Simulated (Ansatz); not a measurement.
Si2Ni (fluorite or antifluorite type, Fm-3m) under volume change, LDA (plane waves, PAW; program Ansatz), scaled uniformly.

```
V (Å³/atom)  E − E(relaxed) (meV/atom)  P (GPa)
-----------  -------------------------  -------
11.599                            64.8    19.77
11.982                               ?        ?
12.364                             6.3     5.49
12.746                             0.0     0.00
13.129                             5.5    -4.52
13.511                               ?        ?
13.894                            45.1   -11.64
```

Question: Some entries are withheld; supply them.

Answer: 
- 13.511, E − E(relaxed) (meV/atom): 21.1
- 13.511, P (GPa): -8.39
- 11.982, E − E(relaxed) (meV/atom): 27.0
- 11.982, P (GPa): 12.05

Question: What does a third-order Birch–Murnaghan fit give for V₀, B₀ and B′?

Answer: V₀ = 12.75 Å³/atom, B₀ = 166 GPa, B′ = 4.8.

The LDA relaxation kept the symmetry of its start. No spin polarisation was allowed.

Potentials: the earlier of the program's two PAW sets. The files were generated under PBE; for other functionals the program regenerates the frozen cores, and for LDA and PBEsol the local potential too.
